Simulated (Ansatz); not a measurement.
A geometry of B2O3 away from equilibrium: step 17 of the relaxation of a generated cell, B2O3 placed in the stibnite structure type. Computed with r2SCAN (plane waves to 500 eV, PAW, scalar-relativistic; Ansatz, a quantum-chemistry and plane-wave program). Γ-centred k-mesh 3×8×3 on the run's cell (coarser than for final values), Fermi–Dirac smearing 0.05 eV.

```
B2O3
1.0
    8.51373     0.00000     0.00000
    0.00000     2.37570     0.00000
    0.00000     0.00000     8.37878
B O
8 12
Direct
  0.87535   0.25000   0.16968
  0.37535   0.25000   0.33032
  0.12465   0.75000   0.83032
  0.62465   0.75000   0.66968
  0.58769   0.25000   0.94284
  0.08769   0.25000   0.55716
  0.41231   0.75000   0.05716
  0.91231   0.75000   0.44284
  0.34517   0.25000   0.16802
  0.84517   0.25000   0.33198
  0.65483   0.75000   0.83198
  0.15483   0.75000   0.66802
  0.41509   0.25000   0.92319
  0.91509   0.25000   0.57681
  0.58491   0.75000   0.07681
  0.08491   0.75000   0.42319
  0.60754   0.25000   0.59276
  0.10754   0.25000   0.90724
  0.39246   0.75000   0.40724
  0.89246   0.75000   0.09276
```

### Question
Which atoms carry the largest force, and which way does it point?

### Answer
0.04 eV/Å, on O13, O14, O15, O16 (atoms numbered as listed); on O13 its components are (0.00, 0.00, 0.04).

### Question
What is the pressure?

### Answer
+5.5 GPa, compression positive.

### Question
How much energy per atom can still be gained by relaxing?

### Answer
0.04 eV/atom; the path ends in Pnma (No. 62).

No spin polarisation in the result. No dispersion correction is included, so spacings between layers, chains or molecules are soft and tend to come out too large.

The run could not lose the symmetry of its start: the end is stationary, and may be a saddle point rather than a minimum.

The end of the path is a generated cell of B2O3: the first start was made by placing the elements on the sites of a structure type, and the end was not matched to a known phase here, so it may be hypothetical.
